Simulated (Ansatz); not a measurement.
Relaxed-ion elastic tensor of TiSi (CsCl type, Pm-3m) in GPa (Voigt order), r²SCAN in the plane-wave PAW code Ansatz; density 4.24 g/cm³, 14.89 Å³ per atom.

```
-98.3    246    246    0.0    0.0    0.0
  246  -98.3    246    0.0    0.0    0.0
  246    246  -98.3    0.0    0.0    0.0
  0.0    0.0    0.0   -170    0.0    0.0
  0.0    0.0    0.0    0.0   -170    0.0
  0.0    0.0    0.0    0.0    0.0   -170
```

Question: Is the crystal mechanically stable?

Answer: No: the smallest eigenvalue of C is -344 GPa.

A made-up cell: these elements were put on the sites of a structure type; neither database checked (COD, Materials Project) lists it. COD files the formula under space group No. 25, so this cell is another polymorph or a model. Whether it is the stable phase at ambient conditions was not checked. Symmetry was held in the r²SCAN relaxation. At this level the phase is mechanically unstable. The run is not spin-polarised. As this level gives no gap, shear constants depend on the k-mesh and smearing (Fermi–Dirac, 0.1 eV here).

Potentials: the later of the program's two PAW sets.
